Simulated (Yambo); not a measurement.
BSE-type run in Yambo on C (space group C2/m, No. 12, within 0.06 Å of R-3m), at zero momentum. PBEsol wavefunctions on a 6×6×4 mesh, a = 2.465 Å, b = 2.465 Å, c = 3.659 Å, α = 109.38°, β = 109.38°, γ = 60.00°.

Yambo input:
```
rim_cut
optics
bse
bss
dipoles
em1s
RandQpts= 1000000
RandGvec= 1 Ry
FFTGvecs= 40 Ry
Chimod= "HARTREE"
BSKmod= "SEX"
BSEmod= "resonant"
BSSmod= "hs"
BSENGexx= 15 Ry
BSENGBlk= 4 Ry
% KfnQP_E
 0.101 | 1.0 | 1.0 |
%
% BSEQptR
 1 | 1 |
%
% BSEBands
 3 | 5 |
%
% BEnRange
 0.0 | 9.7 | eV
%
% BDmRange
 0.15 | 0.15 | eV
%
BEnSteps= 194
% BLongDir
 1.0 | 0.0 | 0.0 |
%
BSHayTrs= -0.02
BSSNEig= 24
WRbsWF
% BndsRnXs
 1 | 10 |
%
NGsBlkXs= 4 Ry
% LongDrXs
 1.0 | 1.0 | 1.0 |
%
```

From the report:

The dimension is k points × valence × conduction bands = 144 × 2 × 1 = 288.
```
   [SLEPC] Approach                          : Krylov-Schur
   [SLEPC] Number of requested eigenvalues   :  24
   [SLEPC] Number of eigenvalues        [NEV]:  24
    [K] Dimension                                    :  288
    [K] Bands                                        :   3   5
    [K] Exchange res                                 : yes
    [K] Correlation res                              : yes
    [K] W interaction is bare                        : no
    [K] RL vectors exchange                          :  109
    [K] RL vectors correlation                       :  21
    [W] Matrix size                                  :  21
    [W] Bands                                        :   1  10
    [W] Coulomb Cutoff                               : none
    [W] Hxc Kernel                                   : HARTREE
```

Geometry relaxed with PBE+D3(BJ).

This is not the ordinary phase of the substance; no match was found in the copy of COD used, and its stability was not checked.
